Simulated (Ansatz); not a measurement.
Co3W (P6_3/mmc): electronic heat capacity from the density of states

The calculation used Ansatz 0.2.0, DFT r2SCAN, scalar-relativistic, plane waves, PAW.

Settings: cutoff 500 eV, Γ-centred mesh 12×12×10 on the computed 8-atom cell, Gaussian smearing of 0.10 eV; collinear spin from starting moments 0.84 0.84 0.84 0.84 0.84 0.84 -0.26 -0.26 μB.

Relaxed cell: P6_3/mmc, a = 5.052 Å, b = 5.052 Å, c = 4.110 Å, α = 90.00°, β = 90.00°, γ = 120.00°, 8 atoms in the primitive cell. Whether it is the stable form of this composition wasn't checked.

The density of states at the Fermi level is 4.950 states/eV in the cell of 8 atoms (2 formula units; both spins, tetrahedra on a 18×18×15 mesh). The run ends with a moment of 3.47 μB a cell (largest on a site 0.76 μB), and the figure is for this state; a paramagnetic sample can have a quite different one. Another magnetic order, if the compound takes it, can change N(E_F) and the shape of the cell a good deal.

Q: What Sommerfeld coefficient does this give?

A: Per formula unit N(E_F) = 2.475 states/eV. γ = (π²/3) k_B² N(E_F) N_A = 2.357 mJ/(mol K²) per state/eV, so γ = 5.8 mJ/(mol K²), a mole of formula units. This is the bare band result: a measured γ of the same phase and magnetic order is as a rule larger by a factor 1 + λ from phonons and spin fluctuations. N(E_F) at one energy is sensitive to the mesh where the density of states has sharp peaks.

The state reached may not be the lowest one. Spin-orbit coupling is left out, which matters for the bands of heavy elements.

Only this magnetic start was tried.

Cost: 1 run of about 9.4 core-minutes, on Intel Xeon Platinum 8488C (Sapphire Rapids) (shared hosts).